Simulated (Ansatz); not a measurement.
NiGe in space group Pnma (No. 62; Ni on 4c, Ge on 4c) at seven volumes, plane-wave PAW PBEsol (Ansatz code), shape and atoms relaxed at each. One row is withheld.

```json
[
 {"V (Å³/atom)": "11.923", "P (GPa)": "18.05"},
 {"V (Å³/atom)": "12.316", "P (GPa)": "10.95"},
 {"V (Å³/atom)": "12.709", "P (GPa)": "5.01"},
 {"V (Å³/atom)": "13.102", "P (GPa)": "0.00"},
 {"V (Å³/atom)": "13.496", "P (GPa)": "-4.17"},
 {"V (Å³/atom)": "13.889", "P (GPa)": "-7.62"},
 {"V (Å³/atom)": "14.282", "P (GPa)": "?"}
]
```

Fit the shown pressures and predict the withheld one.

P = (3/2)B₀(x^(7/2) − x^(5/2))[1 + (3/4)(B′ − 4)(x − 1)] with x = (V₀/V)^(2/3). Least squares on the six rows gives V₀ = 13.104 Å³/atom, B₀ = 151 GPa, B′ = 4.94. At V = 14.282, x = 0.9442 and P = -10.51 GPa. The run itself gave -10.58 GPa.

The PBEsol relaxation kept the symmetry of its start; of distortions, only those at the zone centre were tested. The run is not spin-polarised.

Potentials: the later of the program's two PAW sets.
